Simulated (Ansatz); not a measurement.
ScRhN$_{2}$ in space group R-3m (No. 166; Sc on 3b, Rh on 3a, N on 6c), r²SCAN in the plane-wave PAW code Ansatz, all energies at zero smearing, with the estimated change up to a 700 eV cutoff added, with one set of potentials and settings (totals compare only within such a set). Cell of 4 atoms (1 Sc, 1 Rh, 2 N): -9327.009 eV.

```
element                reference phase  E (eV/atom)
-------  -----------------------------  -----------
Sc       P6_3/mmc, 2 atoms in the cell   -2140.5738
Rh          Fm-3m, 1 atoms in the cell   -6415.2735
N            Pa-3, 8 atoms in the cell    -384.8315
```

Formation energy per atom, worked out: (-9327.009 − 1×(-2140.5738) − 1×(-6415.2735) − 2×(-384.8315))/4 = -0.375 eV/atom (-36 kJ per mol of atoms), at 0 K, without zero-point energy or fitted corrections.

The start of the workflow was typed in or built on a structure type; neither database checked (COD, Materials Project) lists it. Its standing as an ambient phase is unchecked. The cell was relaxed with r²SCAN under the symmetry of its start; its stability against distortions is not shown here. Magnetic state: ferromagnetic, the only order run, not a proven ground state. Other orbital occupations within this spin state were not tried. No Hubbard U is applied. The references are the lowest solids computed at this level, not always the standard phases (solids in place of the gases).

Potentials: the later of the program's two PAW sets.
